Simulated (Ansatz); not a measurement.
ZrC (rock salt)

```
ZrC
1.0
    0.00000     2.35572     2.35572
    2.35572     0.00000     2.35572
    2.35572     2.35572     0.00000
C Zr
1 1
Direct
  0.00000   0.00000   0.00000
  0.50000   0.50000   0.50000
```

The slice is a {111} plane (indices of the conventional cell) through the point (0.500, 0.500, 0.500) (fractional), spanned by u = [100] and v = [-1 2 0] in vectors of this cell: u (3.33 Å) and v (5.77 Å, at 90° to u). It covers one period; positions are fractions (u, v).

Computed with r2SCAN (plane waves to 500 eV, PAW, scalar-relativistic; Ansatz, a quantum-chemistry and plane-wave program). k mesh 17×17×17. Near the nuclei the fields are pseudised (PAW); where an atom keeps semicore shells as valence, they peak there. ZrC is run without spin polarisation. ZrC was relaxed with its symmetry unable to fall.

Task: Predict the map of the electron localisation function (ELF) on the slice.

Result: 
```
|xxxx@@@@--    ..    --@@@@xx|
|xx@@@@##..  ..::..  ..##@@@@|
|@@@@##::    --==--    ::##@@|
|----..    ::==++==::    ..--|
|        ..::--==--::..      |
|............................|
|==--::..              ..::--|
|++==::    ..------..    ::==|
|==--    ::##@@@@@@##::    --|
|::..  ..##@@@@xx@@@@##..  ..|
|..    --@@@@xxxxxx@@@@--    |
|..    ==@@xxxxxxxxxx@@==    |
|..    --@@@@xxxxxx@@@@--    |
|::..  ..##@@@@xx@@@@##..  ..|
|==--    ::##@@@@@@##::    --|
|++==::    ..------..    ::==|
|==--::..              ..::--|
|............................|
|        ..::--==--::..      |
|----..    ::==++==::    ..--|
|@@@@##::    --==--    ::##@@|
|xx@@@@##..  ..::..  ..##@@@@|
|xxxx@@@@--    ..    --@@@@xx|
|xxxxxx@@==    ..    ==@@xxxx|
```
Scale: ten equal steps from 0.09 (start of ' ') to 0.80 (end of '@'), in the order ' .:-=+*#%@'. Values: electron localisation function (ELF). The map has 14 points along u (two characters each, u = 0 at the left) and 24 along v (v = 0 in the bottom row). Points within 0.5 Å of a nucleus are blanked (x), as the pseudised field means little there.
